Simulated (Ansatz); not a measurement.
Rb2SnHgTe4 in space group I-42m (No. 121; Rb on 4c, Sn on 2b, Hg on 2a, Te on 8i), r²SCAN in the plane-wave PAW code Ansatz. The conduction-band minimum lies at M, with 1 equivalent valley. Second derivatives d²E/dk² of the lowest band at one valley (eV·Å²), along Cartesian directions:

| direction | d²E/dk² |
|---|---|
| [100] | 24.47 |
| [010] | 24.47 |
| [001] | 26.34 |
| [110] | 24.47 |
| [101] | 25.39 |
| [011] | 25.39 |

Problem. Find the principal effective masses, the density-of-states mass and the conductivity mass.

Solution. Off-diagonal terms follow from H_xy = H[110] − (H_xx + H_yy)/2, and m*/mₑ = 7.620 eV·Å² over each eigenvalue: 0.29, 0.31, 0.31. One valley's DOS mass (m₁m₂m₃)^(1/3) = 0.30, conductivity mass 3/(Σ 1/mᵢ) = 0.30 mₑ.

Problem. What effective density of states Nc follows at 300 K for parabolic valleys?

Solution. Nc = 2.509e19 × 1 × (0.30)^(3/2) ≈ 4.1e18 cm⁻³.

The first step of the workflow began from a Materials Project structure, measured or hypothetical; the Crystallography Open Database files this formula in space group No. 121, but the cells were not matched. Whether it is the stable phase at ambient conditions was not checked. The r²SCAN relaxation kept the symmetry of its start; whether a distortion lowers the energy is not shown. Scalar-relativistic: spin–orbit coupling is off unless named, which matters more the heavier the elements.

Potentials: the later of the program's two PAW sets.

Edges and masses are those of Kohn–Sham bands, whose gap is no quasiparticle gap.
